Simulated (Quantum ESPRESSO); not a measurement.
pw.x input (Quantum ESPRESSO 7.5; PBE, PseudoDojo standard norm-conserving files, scalar-relativistic):

```
&CONTROL
  calculation = 'scf'
  pseudo_dir = './pseudo'
  outdir = './out'
  tprnfor = .true.
  tstress = .true.
/
&SYSTEM
  ibrav = 0
  nat = 2
  ntyp = 2
  ecutwfc = 102.0
  ecutrho = 408.0
  occupations = 'smearing'
  smearing = 'fd'
  degauss = 0.002
  nbnd = 17
/
&ELECTRONS
  conv_thr = 2e-10
/
ATOMIC_SPECIES
O 15.9990 O.upf
Cd 112.4140 Cd.upf
CELL_PARAMETERS angstrom
  0.000000000000   2.360995000000   2.360995000000
  2.360995000000   0.000000000000   2.360995000000
  2.360995000000   2.360995000000   0.000000000000
ATOMIC_POSITIONS crystal
O   0.500000000000   0.500000000000   0.500000000000
Cd   0.000000000000   0.000000000000   0.000000000000
K_POINTS automatic
10 10 10 0 0 0
```

End of the output:

```

[...]
     the Fermi energy is    12.5891 ev
!    total energy              =    -383.73113528 Ry
     estimated scf accuracy    <          1.6E-11 Ry
     smearing contrib. (-TS)   =      -0.00001856 Ry
     internal energy E=F+TS    =    -383.73111671 Ry
     The total energy is F=E-TS. E is the sum of the following terms:
     one-electron contribution =    -172.50022490 Ry
     hartree contribution      =      98.97128884 Ry
     xc contribution           =     -56.87169777 Ry
     ewald contribution        =    -253.33048288 Ry
     convergence has been achieved in  10 iterations
     Forces acting on atoms (cartesian axes, Ry/au):
     atom    1 type  1   force =    -0.00000000   -0.00000000    0.00000000
     atom    2 type  2   force =     0.00000000    0.00000000   -0.00000000
     Total force =     0.000000     Total SCF correction =     0.000000
     Computing stress (Cartesian axis) and pressure
          total   stress  (Ry/bohr**3)                   (kbar)     P=       38.06
   0.00025876   0.00000000   0.00000000           38.06        0.00        0.00
   0.00000000   0.00025876  -0.00000000            0.00       38.06       -0.00
   0.00000000  -0.00000000   0.00025876            0.00       -0.00       38.06
```

Spin-orbit coupling is not included.

Geometry of the Materials Project entry, not relaxed at this level.
